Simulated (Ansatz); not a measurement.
**Property card for Al₂Au**

Al₂Au:
```
CELL_PARAMETERS angstrom
      0.00000     2.97776     2.97776
      2.97776     0.00000     2.97776
      2.97776     2.97776     0.00000
ATOMIC_POSITIONS crystal
  Al 0.25000 0.25000 0.25000
  Al 0.75000 0.75000 0.75000
  Au 0.00000 0.00000 0.00000
```

Space group Fm-3m (No. 225), fluorite or antifluorite type; conventional cell a = b = c = 5.956 Å, α = β = γ = 90.00°.

Method: DFT-LDA in the program Ansatz with PAW potentials. Geometry: relaxed at this level of theory. Other levels are named where they apply.

### Cell and energy

- Volume per atom = 17.60 Å³
- Density = 7.89 g/cm³
- Formation energy from the elements (no fitted shifts) = -49 kJ/mol-atom

### Electronic structure

- Electronic character = metallic (no gap)
- Density of states at the Fermi level = 0.30 states/eV per atom (mean over ±0.08 eV)

### Mechanics

Bulk modulus (Birch–Murnaghan fit): 121 GPa
Pressure derivative B′: 4.7
Elastic constants (relaxed ions, GPa): C11 = 162, C12 = 101, C44 = 54.4
Mechanical stability: stable (all eigenvalues of C positive)
Hill bulk and shear moduli: 121 and 42.9 GPa
Young's modulus: 115 GPa
Poisson's ratio: 0.34
Debye temperature from the elastic constants: 300 K

### Phonons

- Highest zone-centre frequency: 268 cm⁻¹
- Zone-centre stability: no imaginary mode at Γ

The cell was relaxed with LDA under the symmetry of its start. As this level gives no gap, shear constants depend on the k-mesh and smearing (Fermi–Dirac, 0.1 eV here). As this level gives no gap, phonon frequencies hold no LO–TO term and depend on the k-mesh and smearing (Fermi–Dirac, 0.1 eV here). The references are the lowest solids computed at this level, not always the standard phases. Spin–orbit coupling is left out wherever it is not named.

Potentials: the earlier of the program's two PAW sets.
